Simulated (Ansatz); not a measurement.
# AlGa3N4 (P-43m), random displacements

All numbers below come from DFT r2SCAN, scalar-relativistic, plane waves, PAW in Ansatz. Settings: plane waves to 500 eV, k-mesh 6×6×6 (Γ-centred), Gaussian smearing 0.05 eV. No spin polarisation. Energies are free energies at this smearing, counted from the undisturbed cell; pressure is positive in compression.

The starting cell (as given, not relaxed at this level, and it needn't be the usual structure):

```
CELL_PARAMETERS angstrom
4.47169 0.00000 0.00000
0.00000 4.47169 0.00000
0.00000 0.00000 4.47169
ATOMIC_POSITIONS crystal
Al 0.00000 0.00000 0.00000
Ga 0.50000 0.50000 0.00000
Ga 0.50000 0.00000 0.50000
Ga 0.00000 0.50000 0.50000
N 0.75571 0.75571 0.24429
N 0.75571 0.24429 0.75571
N 0.24429 0.75571 0.75571
N 0.24429 0.24429 0.24429
```

The atoms are displaced (Å, in the unstrained cell):

| atom | ux | uy | uz |
| --- | --- | --- | --- |
| Al1 | 0.008 | -0.015 | 0.017 |
| Ga2 | 0.003 | 0.033 | 0.030 |
| Ga3 | 0.112 | -0.080 | 0.026 |
| Ga4 | -0.061 | 0.058 | 0.035 |
| N5 | 0.031 | 0.103 | -0.036 |
| N6 | 0.015 | -0.094 | -0.097 |
| N7 | -0.142 | -0.014 | 0.069 |
| N8 | 0.035 | 0.009 | -0.045 |

Strain (Voigt, engineering shear): (0.0050, -0.0175, 0.0109, -0.0142, -0.0003, -0.0254).

**Question.** What are the energy change, the stress and the forces?

**Answer.** ΔE = 144.0 meV/atom; stress (xx, yy, zz, yz, xz, xy; compression positive) (2.66, 6.05, 3.46, 6.27, -0.97, 7.58) GPa; gap on the mesh 2.42 eV.
```
atom Fx (eV/Å) Fy Fz
 Al1       0.38   2.26  -0.53
 Ga2      -0.34  -0.71  -0.86
 Ga3      -3.67   0.51  -0.76
 Ga4       0.90  -1.41  -1.38
  N5      -0.81  -2.53   0.78
  N6       0.47   2.21   2.45
  N7       3.15  -0.47  -1.20
  N8      -0.08   0.15   1.50
```

Cost: 1 run of about 1.6 core-minutes, on Arm Neoverse V2 (shared hosts).